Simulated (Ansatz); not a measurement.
## Cutoff convergence: GaSb

System: GaSb (zinc blende type, first atom moved by 0.06 Å along [111]), 2 atoms in the cell.

```
Ga Sb
1.0
     0.00000    3.11000    3.11000
     3.11000    0.00000    3.11000
     3.11000    3.11000    0.00000
Ga Sb
1 1
Direct
  0.00557 0.00557 0.00557
  0.25000 0.25000 0.25000
```

Theory: HSE06, plane waves, PAW datasets (generated soft set 1) (Ansatz).

Exchange singularity: Wigner-Seitz; k-mesh 4×4×4 Γ-centred; Fermi–Dirac smearing of 0.1 eV; no spin polarisation; no spin–orbit coupling.

At 560 eV the pressure at a fixed basis is -1.54 GPa. Another run of the series gave -1.56 GPa at a fixed basis and an energy +3.2 meV/atom from the top run.

**Question.** Which cutoff did it use?
A. 420 eV
B. 280 eV
C. 380 eV
D. 340 eV
E. 320 eV
F. 480 eV
G. 300 eV

**Answer.** C. The series:

```tsv
cutoff (eV)	E − E(top) (meV/atom)	pressure at fixed basis (GPa)	corrected pressure (GPa)	rms force change (meV/Å)
280	162.4	-9.81	-1.36	5.5
300	54.5	-4.76	-1.40	1.0
320	15.2	-2.49	-1.48	0.5
340	5.8	-1.79	-1.52	0.9
380	3.2	-1.56	-1.53	0.0
420	2.2	-1.58	-1.53	0.1
480	0.6	-1.56	-1.53	0.0
560	0.0	-1.54	-1.53	0.0
```

The k-mesh is coarse, so these values belong to this mesh and can lie far from the converged ones.
